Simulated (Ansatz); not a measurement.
# Rocksalt alloy of PbSe and PbTe (6 of 32 Se sites exchanged), 64 atoms

Ansatz, PAW, plane waves. PBEsol relaxation of volume and atoms (shape held) at the single k point (¼, ¼, ¼) without its symmetry partners; single points on the relaxed atoms at the Γ point alone, onto which points of the small cell's zone fold. Arrangement: quasirandom. No spin–orbit coupling unless named.

Relaxed structure:

```yaml
crystal:
  lattice:
    - [12.33832, 0.00000, 0.00000]
    - [0.00000, 12.33832, 0.00000]
    - [0.00000, 0.00000, 12.33832]
  atoms:
    - { symbol: Se, position: [0.24990, 0.99877, 0.00024] }
    - { symbol: Se, position: [0.25011, 0.99890, 0.50027] }
    - { symbol: Se, position: [0.74992, 0.99972, 0.00009] }
    - { symbol: Se, position: [0.74898, 0.49985, 0.00074] }
    - { symbol: Se, position: [0.74946, 0.50014, 0.49993] }
    - { symbol: Se, position: [0.99863, 0.24866, 0.00073] }
    - { symbol: Se, position: [0.99929, 0.24968, 0.50006] }
    - { symbol: Se, position: [0.99941, 0.75026, 0.00012] }
    - { symbol: Se, position: [0.00026, 0.75042, 0.49930] }
    - { symbol: Se, position: [0.50084, 0.24902, 0.99970] }
    - { symbol: Se, position: [0.50077, 0.24972, 0.49960] }
    - { symbol: Se, position: [0.50017, 0.74975, 0.99969] }
    - { symbol: Se, position: [0.50024, 0.74958, 0.49959] }
    - { symbol: Se, position: [0.00036, 0.99996, 0.24979] }
    - { symbol: Se, position: [0.99980, 0.99972, 0.75067] }
    - { symbol: Se, position: [0.99878, 0.50074, 0.25005] }
    - { symbol: Se, position: [0.50045, 0.99960, 0.24954] }
    - { symbol: Se, position: [0.49973, 0.99948, 0.75036] }
    - { symbol: Se, position: [0.50103, 0.50055, 0.24954] }
    - { symbol: Se, position: [0.50111, 0.50028, 0.74948] }
    - { symbol: Se, position: [0.25017, 0.75126, 0.24940] }
    - { symbol: Se, position: [0.25049, 0.75131, 0.74944] }
    - { symbol: Se, position: [0.75008, 0.25082, 0.24977] }
    - { symbol: Se, position: [0.74948, 0.25007, 0.75064] }
    - { symbol: Se, position: [0.75010, 0.75003, 0.24970] }
    - { symbol: Se, position: [0.74969, 0.74997, 0.75061] }
    - { symbol: Te, position: [0.24936, 0.49932, 0.99967] }
    - { symbol: Te, position: [0.24999, 0.49944, 0.49946] }
    - { symbol: Te, position: [0.75013, 0.00018, 0.50003] }
    - { symbol: Te, position: [0.99994, 0.50010, 0.75009] }
    - { symbol: Te, position: [0.25007, 0.25088, 0.25013] }
    - { symbol: Te, position: [0.24977, 0.25046, 0.75016] }
    - { symbol: Pb, position: [0.99993, 0.99957, 0.00071] }
    - { symbol: Pb, position: [0.00622, 0.99980, 0.49885] }
    - { symbol: Pb, position: [0.99238, 0.49844, 0.00665] }
    - { symbol: Pb, position: [0.99361, 0.49983, 0.49328] }
    - { symbol: Pb, position: [0.49978, 0.99953, 0.00014] }
    - { symbol: Pb, position: [0.49389, 0.00027, 0.49981] }
    - { symbol: Pb, position: [0.50577, 0.49853, 0.00008] }
    - { symbol: Pb, position: [0.50592, 0.49886, 0.49869] }
    - { symbol: Pb, position: [0.24964, 0.24158, 0.99988] }
    - { symbol: Pb, position: [0.25005, 0.24212, 0.50025] }
    - { symbol: Pb, position: [0.24920, 0.75552, 0.99924] }
    - { symbol: Pb, position: [0.24951, 0.75536, 0.49927] }
    - { symbol: Pb, position: [0.74971, 0.24934, 0.99987] }
    - { symbol: Pb, position: [0.75003, 0.25606, 0.50019] }
    - { symbol: Pb, position: [0.74987, 0.74947, 0.99973] }
    - { symbol: Pb, position: [0.75040, 0.74400, 0.50052] }
    - { symbol: Pb, position: [0.25041, 0.99382, 0.24944] }
    - { symbol: Pb, position: [0.25061, 0.99400, 0.75080] }
    - { symbol: Pb, position: [0.25006, 0.50869, 0.24941] }
    - { symbol: Pb, position: [0.25797, 0.50899, 0.74959] }
    - { symbol: Pb, position: [0.74981, 0.99941, 0.24337] }
    - { symbol: Pb, position: [0.74883, 0.99863, 0.75652] }
    - { symbol: Pb, position: [0.74923, 0.50107, 0.24956] }
    - { symbol: Pb, position: [0.74385, 0.50086, 0.75095] }
    - { symbol: Pb, position: [0.99306, 0.24977, 0.25028] }
    - { symbol: Pb, position: [0.99269, 0.24330, 0.75004] }
    - { symbol: Pb, position: [0.99899, 0.75048, 0.24979] }
    - { symbol: Pb, position: [0.99947, 0.75647, 0.74924] }
    - { symbol: Pb, position: [0.50704, 0.24981, 0.24956] }
    - { symbol: Pb, position: [0.50650, 0.24969, 0.74919] }
    - { symbol: Pb, position: [0.50057, 0.75016, 0.24986] }
    - { symbol: Pb, position: [0.50087, 0.75096, 0.74953] }
```

Task: What are the mean bond lengths by pair (pairs within 1.2 times the sum of covalent radii, less contacts 15 % beyond the pair's median; cation–cation pairs of compounds aside; long ionic contacts are cut short by that bound)?

Result: Pb–Se 3.070 ± 0.033 Å (standard deviation, 156 bonds); Pb–Te 3.150 ± 0.035 Å (standard deviation, 36 bonds).

Task: What gap lies between the top filled and the lowest empty level in the single points?

Result: HSE06 0.56 eV (69 s on NVIDIA GB300).
